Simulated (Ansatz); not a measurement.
## FeSi: a ladder of calculations

Cell of run 1: an entry of the Crystallography Open Database (COD).

```cif
data_FeSi
_symmetry_space_group_name_H-M 'P2_13'
_symmetry_Int_Tables_number 198
_cell_length_a 4.4670
_cell_length_b 4.4670
_cell_length_c 4.4670
_cell_angle_alpha 90.000
_cell_angle_beta 90.000
_cell_angle_gamma 90.000
loop_
_atom_site_label
_atom_site_type_symbol
_atom_site_symmetry_multiplicity
_atom_site_Wyckoff_symbol
_atom_site_fract_x
_atom_site_fract_y
_atom_site_fract_z
Fe Fe 4 a 0.1340 0.1340 0.1340
Si Si 4 a 0.8445 0.8445 0.8445
```

One atom of each set is listed.

Relaxed positions (PBE, cell held):

Fe (0.1355, 0.1355, 0.1355)
Si (0.8407, 0.8407, 0.8407)

All runs are DFT with Ansatz 0.2.0 (plane waves and PAW, scalar-relativistic unless spin–orbit coupling is named, Γ-centred meshes, Fermi–Dirac smearing where given) in this cell. Start moments of run 1 as typed (μB): 3 on each Fe, none on the rest.

Run 1: PBE, parallel start moments, atoms as given; 420 eV, 10×10×10 k-points, smearing 0.05 eV.
Run 2: PBE, parallel start moments, atoms relaxed; 420 eV, 10×10×10 k-points, smearing 0.05 eV.
Run 3: r2SCAN, parallel start moments, at the relaxed atoms; 500 eV, 10×10×10 k-points, smearing 0.05 eV.
Run 4: LDA, parallel start moments, at the relaxed atoms; 420 eV, 10×10×10 k-points, smearing 0.05 eV.

```json
{"run": "1", "Fe V_zz (η)": "5.14 (0.00)", "Si V_zz (η)": "-3.58 (0.00)", "absolute moment (μB)": "0.0"}
{"run": "2", "Fe V_zz (η)": "?", "Si V_zz (η)": "?", "absolute moment (μB)": "?"}
{"run": "3", "Fe V_zz (η)": "-1.04 (0.00)", "Si V_zz (η)": "-3.37 (0.00)", "absolute moment (μB)": "5.8"}
{"run": "4", "Fe V_zz (η)": "4.99 (0.00)", "Si V_zz (η)": "-3.36 (0.00)", "absolute moment (μB)": "0.0"}
```

V_zz in 10²¹ V/m².

Task: Estimate the row of run 2.

Result: Fe: 5.30 (0.00); Si: -3.25 (0.00); absolute moment (μB): 0.0. It lies nearest to run 4, from whose tensors on these sites it differs by 0.31 at most (largest principal value of the difference, on Fe). Taken one at a time, the functional (between the two that differ most) moves the tensors on these sites by up to 6.34 (largest principal value of the change, on Fe), the positions of the atoms (as given or relaxed) by 0.33 (Si). The absolute moment differs between the runs, so they don't all stand in one spin state.

With these PAW files V_zz is typically within 2 to 3 % of all-electron values, but misses above 10 % occur on Fe. The magnetic order is the one that the run reached from its start moments, not necessarily the measured one. In run 3 the program didn't check the stability of the electronic state in full, so a lower one may lie near. In runs 1, 2, 4 the gap is small for the k-mesh or the smearing, and small gradients can still move by 0.1 × 10²¹ V/m² or more. In run 3 there is no gap above 0.1 eV, so the gradients can move by 10 % or more with the k-mesh. In runs 1, 2, 4 the start moments die out. In runs 1, 3 the atoms aren't at the calculated equilibrium (largest force 0.52, 0.44 eV/Å). The cell isn't the equilibrium one in run 4 (calculated pressure -15 GPa), and the entry's cell may itself be off.
